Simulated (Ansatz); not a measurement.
ZnGaNO in space group Pmc2_1 (No. 26; Zn on 2b, Ga on 2a, N on 2a, O on 2b), PBEsol in the plane-wave PAW code Ansatz. The conduction-band minimum lies at Γ, with 1 equivalent valley. Second derivatives d²E/dk² of the lowest band at one valley (eV·Å²), along Cartesian directions:

| direction | d²E/dk² |
|---|---|
| [100] | 70.10 |
| [010] | 53.25 |
| [001] | 55.82 |
| [110] | 61.67 |
| [101] | 62.97 |
| [011] | 54.54 |

Problem. Find the principal effective masses, the density-of-states mass and the conductivity mass.

Solution. Off-diagonal terms follow from H_xy = H[110] − (H_xx + H_yy)/2, and m*/mₑ = 7.620 eV·Å² over each eigenvalue: 0.11, 0.14, 0.14. One valley's DOS mass (m₁m₂m₃)^(1/3) = 0.13, conductivity mass 3/(Σ 1/mᵢ) = 0.13 mₑ.

Problem. What effective density of states Nc follows at 300 K for parabolic valleys?

Solution. Nc = 2.509e19 × 1 × (0.13)^(3/2) ≈ 1.2e18 cm⁻³.

Problem. With the computed static dielectric constant 11.5 (mean of the diagonal), estimate a hydrogenic donor's binding energy and radius.

Solution. E = 13.606 eV × 0.13/11.5² ≈ 13 meV; a = 0.529 Å × ε/m* ≈ 47 Å. Semilocal masses tend to be too small when the gap is underestimated.

The workflow started from a Materials Project entry (that database holds measured and hypothetical structures alike); the Crystallography Open Database copy checked does not list it. Its standing as an ambient phase is unchecked. The PBEsol relaxation kept the symmetry of its start; its stability against distortions is not shown here. Scalar-relativistic: spin–orbit coupling is off unless named, which matters more the heavier the elements.

Potentials: the later of the program's two PAW sets.
